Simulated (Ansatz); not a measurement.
Relaxed-ion elastic tensor of VS$_{2}$ in space group R-3m (No. 166; V on 3a, S on 6c) in GPa (Voigt order), the program Ansatz at the PBEsol level (PAW); density 3.78 g/cm³, 16.84 Å³ per atom.

|  | 1 | 2 | 3 | 4 | 5 | 6 |
|---|---|---|---|---|---|---|
| 1 | 175 | 27.7 | 7.3 | 0.6 | 0.0 | 0.0 |
| 2 | 27.7 | 175 | 7.3 | -0.6 | 0.0 | 0.0 |
| 3 | 7.3 | 7.3 | 33.2 | 0.0 | 0.0 | 0.0 |
| 4 | 0.6 | -0.6 | 0.0 | 6.1 | 0.0 | 0.0 |
| 5 | 0.0 | 0.0 | 0.0 | 0.0 | 6.1 | 0.6 |
| 6 | 0.0 | 0.0 | 0.0 | 0.0 | 0.6 | 73.8 |

Problem. Is the crystal mechanically stable?

Solution. Yes: the smallest eigenvalue of C is 6.1 GPa.

Problem. Work out the Voigt and Reuss bounds. Is their mean of use?

Solution. K_V = 52.0, K_R = 27.6; G_V = 40.0, G_R = 12.5 GPa. The bounds lie so far apart that a Hill average or a Debye temperature from it would say little.

The workflow started from a Materials Project entry (that database holds measured and hypothetical structures alike); the Crystallography Open Database copy checked does not list it. Its standing as an ambient phase is unchecked. The PBEsol relaxation kept the symmetry of its start; whether a distortion lowers the energy is not shown. The workflow began spin-polarised and lost its moments. A crystal of weakly bound layers computed without a dispersion correction: the cell and the soft elastic constants depend strongly on that. As this level gives no gap, shear constants depend on the k-mesh and smearing (Fermi–Dirac, 0.1 eV here).

Potentials: the later of the program's two PAW sets.
